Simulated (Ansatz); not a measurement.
Zn2SeS:
Space group R3m, hexagonal axes (No. 160); a = b = 3.8843 Å, c = 19.0513 Å, α = β = 90.00°, γ = 120.00°

| atom | site | symmetry | x | y | z |
|---|---|---|---|---|---|
| Zn | 3a | 3m | 0.0000 | 0.0000 | 0.9961 |
| Zn | 3a | 3m | 0.0000 | 0.0000 | 0.5037 |
| Se | 3a | 3m | 0.0000 | 0.0000 | 0.3757 |
| S | 3a | 3m | 0.0000 | 0.0000 | 0.8745 |
(The calculation used a cell of 4 atoms; values per cell refer to that cell.)

Relaxed with PBEsol.

### Question
Give the optical modes at the zone centre with their infrared activity from DFPT, PBEsol in the plane-wave PAW code Ansatz.

### Answer
Transverse frequencies, without the LO–TO term; a row sums one degenerate level.

```
ω (cm⁻¹)  degeneracy  IR ((D/Å)²/amu)     activity  symmetry
--------  ----------  ---------------  -----------  --------
61                 2             0.00  IR-inactive         E
186                1             0.03           IR        A1
213                1             3.31           IR        A1
221                2             5.73           IR         E
266                2             8.14           IR         E
301                1             3.71           IR        A1
```

### Question
How high does the top mode go among those that the LO–TO term moves?

### Answer
303 cm⁻¹ for q along x, 303 cm⁻¹ for q along y, 329 cm⁻¹ for q along z.

The workflow started from a Materials Project entry (that database holds measured and hypothetical structures alike); the Crystallography Open Database copy checked does not list it. Whether it is the stable phase at ambient conditions was not checked. Symmetry was held in the PBEsol relaxation; of distortions, only those at the zone centre were tested.

Potentials: the later of the program's two PAW sets.
